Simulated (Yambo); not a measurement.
BSE-type run in Yambo on KCl (rock salt, space group Fm-3m, No. 225) under isotropic strain of -0.7 % on all lattice vectors, at zero momentum.

Quantum ESPRESSO step (PBEsol, PseudoDojo standard norm-conserving files, scalar-relativistic):
```
&CONTROL
  calculation = 'nscf'
  pseudo_dir = './pseudo'
  outdir = './out'
/
&SYSTEM
  ibrav = 0
  nat = 2
  ntyp = 2
  ecutwfc = 74.0
  ecutrho = 296.0
  occupations = 'fixed'
  force_symmorphic = .true.
  nbnd = 35
/
&ELECTRONS
  conv_thr = 2e-09
  diago_full_acc = .true.
  diago_thr_init = 1e-08
/
ATOMIC_SPECIES
Cl 35.4500 Cl.upf
K 39.0983 K.upf
CELL_PARAMETERS angstrom
  0.000000000000   3.099063021704   3.099063021704
  3.099063021704   0.000000000000   3.099063021704
  3.099063021704   3.099063021704   0.000000000000
ATOMIC_POSITIONS crystal
Cl   0.499999858579   0.499999858579   0.499999858579
K   0.999999858579   0.999999858579   0.999999858579
K_POINTS automatic
8 8 8 0 0 0
```

Yambo input:
```
rim_cut
optics
bse
bss
dipoles
em1s
RandQpts= 1000000
RandGvec= 1 Ry
FFTGvecs= 40 Ry
Chimod= "HARTREE"
BSKmod= "SEX"
BSEmod= "resonant"
BSSmod= "hs"
BSENGexx= 15 Ry
BSENGBlk= 4 Ry
% KfnQP_E
 3.092 | 1.0 | 1.0 |
%
% BSEQptR
 1 | 1 |
%
% BSEBands
 6 | 14 |
%
% BEnRange
 0.0 | 15.7 | eV
%
% BDmRange
 0.15 | 0.15 | eV
%
BEnSteps= 314
% BLongDir
 1.0 | 0.0 | 0.0 |
%
BSHayTrs= -0.02
BSSNEig= 24
WRbsWF
% BndsRnXs
 1 | 30 |
%
NGsBlkXs= 4 Ry
% LongDrXs
 1.0 | 1.0 | 1.0 |
%
```

From the report:

The dimension is k points × valence × conduction bands = 512 × 3 × 6 = 9216.
```
   [SLEPC] Approach                          : Krylov-Schur
   [SLEPC] Number of requested eigenvalues   :  24
   [SLEPC] Number of eigenvalues        [NEV]:  24
    [K] Dimension                                    :   9216
    [K] Bands                                        :   6  14
    [K] Exchange res                                 : yes
    [K] Correlation res                              : yes
    [K] W interaction is bare                        : no
    [K] RL vectors exchange                          :   459
    [K] RL vectors correlation                       :   65
    [W] Matrix size                                  :   65
    [W] Bands                                        :   1  30
    [W] Coulomb Cutoff                               : none
    [W] Hxc Kernel                                   : HARTREE
```
Lowest eigenvalues (eV; in brackets the number of states within 2 meV): 7.26 (3), 7.86 (3), 8.07 (3), 8.12 (2), 8.13 (3), 8.25 (3). They depend on the mesh, which isn't converged, and on the G0W0 scissor.

Geometry strained from the cell relaxed with PBEsol, atoms relaxed again.
